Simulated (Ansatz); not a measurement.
Ge$_{2}$Sb$_{2}$Te$_{5}$:
```xyz
9
Lattice="4.2484 0.0000 0.0000 -2.1242 3.6792 0.0000 0.0000 0.0000 17.3475" Properties=species:S:1:pos:R:3 pbc="T T T"
Ge     0.0000     2.4528    15.6351
Ge     2.1242     1.2264     1.7124
Sb     0.0000     0.0000    11.9428
Sb     0.0000     0.0000     5.4047
Te     0.0000     0.0000     0.0000
Te     2.1242     1.2264    13.9654
Te     0.0000     2.4528     3.3821
Te     0.0000     2.4528    10.2398
Te     2.1242     1.2264     7.1078
```

Relaxed with r²SCAN+D4. Special points in fractions of this cell's reciprocal vectors: Γ (0.000, 0.000, 0.000); M (0.500, 0.000, 0.000); K (0.333, 0.333, 0.000); A (0.000, 0.000, 0.500); L (0.500, 0.000, 0.500); H (0.333, 0.333, 0.500).

Question: List the band energies nearest the valence-band maximum at these points for DFT-r²SCAN+D4 in the program Ansatz with PAW potentials.

Answer: In eV from the valence-band maximum; about four levels below and three above (degenerate sets whole), none deeper than 8.9 eV; points with the same levels are listed once.

```tsv
k	below	above
Γ	-1.40 -1.40 -0.90 -0.68 0.00	0.40 0.40 0.65
M	-1.73 -1.60 -1.44 -0.75	0.64 1.05 1.11
K	-2.22 -0.86 -0.86 -0.74	0.94 0.94 1.29
A	-1.46 -1.46 -1.28 -0.44 -0.11	0.52 0.52 0.76
L	-2.05 -1.81 -1.46 -0.57	0.59 0.76 1.62
H	-1.85 -1.26 -1.26 -1.14	1.60 1.60 1.98
```

Space group P-3m1. The cell was relaxed with r²SCAN+D4 under the symmetry of its start. At this level the phase is dynamically unstable (imaginary phonons). Scalar-relativistic: spin–orbit coupling is off unless named, which matters more the heavier the elements.

Potentials: the earlier of the program's two PAW sets. The files were generated under PBE; for other functionals the program regenerates the frozen cores, and for LDA and PBEsol the local potential too.
